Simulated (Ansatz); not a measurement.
Ga8As7C: course of a relaxation

The calculation used Ansatz 0.2.0, DFT LDA, scalar-relativistic, plane waves, PAW. (420 eV cutoff, 3×3×3 k-mesh, Gaussian smearing of 0.02 eV, no spin polarisation)

What was changed: C on a As site (Wyckoff letter c), charge -1, atoms relaxed at the host's cell.

In a supercell of 16 atoms the defect feels its periodic images, and the cell reads as a metal on the mesh, so a level in the gap can't be told from a carrier in the bands.

Spin polarisation was left out.

Command:

```bash
ansatz run input.yaml --threads 4 --pin off --max-ram 8192MiB --backend cpu --events-out ev --progress --plain --runs-dir out
```

Input:

```yaml
crystal:
  lattice:
    - [0.0, 5.6033815718, -5.6033815718]
    - [5.6033815718, 5.6033815718, 0.0]
    - [5.6033815718, 0.0, -5.6033815718]
  atoms:
    - { symbol: Ga, position: [0.4997689079, 0.0028363961, 0.4987764131] }
    - { symbol: Ga, position: [0.4993384811, 0.4946623974, 0.4982620203] }
    - { symbol: Ga, position: [0.0165559459, 0.0173318155, 0.4513856255] }
    - { symbol: Ga, position: [0.0088301001, 0.4947161639, 0.4983123959] }
    - { symbol: Ga, position: [0.449390499, 0.0118639791, 0.0185191324] }
    - { symbol: Ga, position: [0.4993638125, 0.4947456166, 0.0077194041] }
    - { symbol: Ga, position: [0.0238795176, 0.0109549445, 0.0143428423] }
    - { symbol: Ga, position: [0.0194489763, 0.4462515826, 0.0157325181] }
    - { symbol: C, position: [0.1277219941, 0.1246911404, 0.1271533342] }
    - { symbol: As, position: [0.1223670812, 0.6285546589, 0.1213641807] }
    - { symbol: As, position: [0.6295161293, 0.12075429, 0.1215245858] }
    - { symbol: As, position: [0.6290059272, 0.6285763709, 0.1213430481] }
    - { symbol: As, position: [0.1224957348, 0.1207472243, 0.6285409348] }
    - { symbol: As, position: [0.1223671936, 0.6285550443, 0.6280098648] }
    - { symbol: As, position: [0.6295180213, 0.1207077292, 0.628557616] }
    - { symbol: As, position: [0.6260227836, 0.6242277765, 0.6249941721] }
  host:
    lattice:
      - [0.0, 2.8016907859, 2.8016907859]
      - [2.8016907859, 0.0, 2.8016907859]
      - [2.8016907859, 2.8016907859, 0.0]
    atoms:
      - { symbol: Ga, position: [0.0, 0.0, 0.0] }
      - { symbol: As, position: [0.75, 0.75, 0.75] }
total_charge: -1
basis:
  ecutwfc: 420
  xc_grid: 2
kpoints:
  mp_grid: { grid: [3, 3, 3], shift: [0.0, 0.0, 0.0] }
hamiltonian:
  xc: lda
scf:
  occupations: { method: gaussian, width: 0.02 }
output:
  forces: true
  stress: false
  eigenvalues: true
  charged_corrections:
    defect_position: [0.125, 0.125, 0.125]
    epsilon: [[15.8256, 0.0, 0.0], [0.0, 15.8256, 0.0], [0.0, 0.0, 15.8256]]
  write_density: true
  write_potential: true
  elf: true
  volumetric_format: npy
relax:
  adjacent_minimum: "off"
  f_tol: 0.025
  max_steps: 45
```

F is the free energy.

Steps:

```tsv
step	F − F(1) (eV)	largest force component (eV/Å)
1	0.0000	0.423
2	-0.0233	0.148
3	-0.0274	0.024
4	-0.0274	0.024
```

Relaxed structure:

```yaml
crystal:
  lattice:
    - [0.00000, 5.60338, -5.60338]
    - [5.60338, 5.60338, 0.00000]
    - [5.60338, 0.00000, -5.60338]
  atoms:
    - { symbol: Ga, position: [0.49976, 0.00398, 0.49815] }
    - { symbol: Ga, position: [0.49947, 0.49591, 0.49814] }
    - { symbol: Ga, position: [0.01886, 0.01531, 0.44874] }
    - { symbol: Ga, position: [0.00759, 0.49605, 0.49834] }
    - { symbol: Ga, position: [0.44989, 0.01540, 0.01756] }
    - { symbol: Ga, position: [0.49967, 0.49622, 0.00608] }
    - { symbol: Ga, position: [0.01892, 0.01535, 0.01756] }
    - { symbol: Ga, position: [0.01885, 0.44649, 0.01763] }
    - { symbol: C, position: [0.12659, 0.12316, 0.12542] }
    - { symbol: As, position: [0.12354, 0.62627, 0.12234] }
    - { symbol: As, position: [0.62964, 0.12028, 0.12212] }
    - { symbol: As, position: [0.62958, 0.62627, 0.12221] }
    - { symbol: As, position: [0.12366, 0.12011, 0.62832] }
    - { symbol: As, position: [0.12347, 0.62621, 0.62837] }
    - { symbol: As, position: [0.62956, 0.12004, 0.62838] }
    - { symbol: As, position: [0.62653, 0.62312, 0.62518] }
```

It takes space group F-43m (No. 216, cubic). Conventional cell: a = 11.207 Å, b = 11.207 Å, c = 11.207 Å, α = 90.00°, β = 90.00°, γ = 90.00°. Ga (site symmetry 3m) is surrounded by 4 As at 2.43 to 2.46 Å. Ga (site symmetry 3m) has 1 C at 2.09 Å as nearest neighbours. Around C (site symmetry -43m) lie 4 Ga at 2.09 Å. As (site symmetry 2mm) is surrounded by 4 Ga at 2.43 to 2.54 Å. Around As (site symmetry -43m) lie 4 Ga at 2.46 to 2.47 Å.

The run converged. The run took 110 s on 4 threads of Intel(R) Xeon(R) Processor @ 2.70GHz, on a shared host, peak memory 1.4 GiB.